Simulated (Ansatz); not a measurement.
GePdS₃ in space group C2/m (No. 12; Pearson symbol mS20), plane-wave PAW r²SCAN+D4 (Ansatz code). The conduction-band minimum lies on the D2–A line, 56 % of the way from D2, with 2 equivalent valleys. Second derivatives d²E/dk² of the lowest band at one valley (eV·Å²), along Cartesian directions:

| direction | d²E/dk² |
|---|---|
| [100] | 4.316 |
| [010] | 23.36 |
| [001] | 19.08 |
| [110] | 13.85 |
| [101] | 13.14 |
| [011] | 21.22 |

Question: Find the principal effective masses, the density-of-states mass and the conductivity mass.

Answer: Off-diagonal terms follow from H_xy = H[110] − (H_xx + H_yy)/2, and m*/mₑ = 7.620 eV·Å² over each eigenvalue: 0.33, 0.40, 1.8. One valley's DOS mass (m₁m₂m₃)^(1/3) = 0.62, conductivity mass 3/(Σ 1/mᵢ) = 0.49 mₑ.

Question: What effective density of states Nc follows at 300 K for parabolic valleys?

Answer: Nc = 2.509e19 × 2 × (0.62)^(3/2) ≈ 2.5e19 cm⁻³.

The workflow started from a Materials Project entry (that database holds measured and hypothetical structures alike); the Crystallography Open Database copy checked does not list it. Its standing as an ambient phase is unchecked. The r²SCAN+D4 relaxation kept the symmetry of its start; whether a distortion lowers the energy is not shown. The run is not spin-polarised. Spin–orbit coupling is left out wherever it is not named.

Potentials: the later of the program's two PAW sets.

Edges and masses are those of Kohn–Sham bands, whose gap is no quasiparticle gap.
